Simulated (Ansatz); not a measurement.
A geometry of MgSe away from equilibrium: the start of the relaxation of a generated trial cell of MgSe in the AFLOW prototype AB_oC8_63_c_c (B33, as in CrB). Method: r2SCAN (plane waves to 500 eV, PAW, scalar-relativistic; Ansatz, an electronic-structure program). Γ-centred k-mesh 6×6×6 on the run's cell (coarser than for final values), Fermi–Dirac smearing 0.05 eV.

```xyz
4
Lattice="2.1389 -5.6522 0.0000 2.1389 5.6522 0.0000 0.0000 0.0000 4.2152" Properties=species:S:1:pos:R:3:forces:R:3 pbc="T T T" free_energy=-14810.534 pressure_GPa=-6.8
Mg     2.1389    -0.7235     1.0538    0.0000   -2.7675    0.0000
Mg     2.1389     0.7235     3.1614    0.0000    2.7675    0.0000
Se     2.1389    -4.0102     1.0538    0.0000   -0.9859    0.0000
Se     2.1389     4.0102     3.1614    0.0000    0.9859    0.0000
```

Positions in Å, forces in eV/Å, free energy of the cell in eV (comparable only within this code, potentials and settings). Largest force: 2.77 eV/Å, on Mg1, Mg2 (atoms numbered as listed); the geometry lies 0.97 eV/atom above the end of its relaxation.

No spin polarisation in the result. Without a van der Waals term the distances between weakly bound units are poorly fixed.

The run could not lower the symmetry of its start; a shaken copy of this end point relaxes with r2SCAN to Fm-3m (No. 225), 125 meV/atom lower.

The end of the path is a generated cell of MgSe: the first start was made by placing the elements on the sites of a structure type, and the end was not matched to a known phase here, so it may be hypothetical. Known forms of MgSe include space group No. 225.
